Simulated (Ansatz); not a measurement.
The elements of this relaxed trial crystal are hidden behind letters.

```
lattice vectors (Å)
   3.9448    0.0000    0.0000
   0.0000    7.9055    0.0000
   0.0000    0.0000    5.6090
fractional positions
X 0.5000 0.0000 0.5048
Z 0.0000 0.7624 0.0004
Z 0.0000 0.2376 0.0004
Z 0.5000 0.5000 0.4983
Q 0.5000 0.7667 0.7358
Q 0.0000 0.0000 0.2872
Q 0.5000 0.2333 0.7358
Q 0.0000 0.5000 0.2373
```

The calculation used DFT PBE, scalar-relativistic, plane waves, PAW (Ansatz). The final run on the 8-atom cell used 420 eV, a Γ-centred 8×4×6 mesh, 0.02 eV smearing and no spin polarisation.

* Space group: Pmm2 (No. 25)
* Conventional cell: a = 3.945 Å, b = 7.905 Å, c = 5.609 Å
* Volume per atom: 21.86 Å³
* Density: 4.95 g/cm³
* Energy over the elements: −0.716 eV/atom
* Gap on the 8×4×6 mesh of the 8-atom cell: 1.65 eV

Energies are uncorrected and count from the elements' standard states at the same level.

Problem. X is an s-block element of period 2, Z is a d-block element of period 4 and Q is a p-block element of period 4. Which elements are they?

Solution. X = Be, Z = Zn, Q = Se, so the formula is BeZn3Se4. Density times volume gives a mean mass of 4.95 × 21.86/1.6605 = 65.2 u per atom, and this set has 65.1 u. Among the elements that the hints allow, noble gases aside, only these give it. Be has 4 Se at 2.25–2.32 Å; Zn on a site of symmetry m has 4 Se at 2.46–2.47 Å; Se on a site of symmetry m is surrounded by 1 Be at 2.25 Å and 3 Zn at 2.47–2.49 Å; 3 more sites not described.

Kohn–Sham gaps at this level usually fall short of measured ones. A structure relaxed within its symmetry needn't be a true minimum.
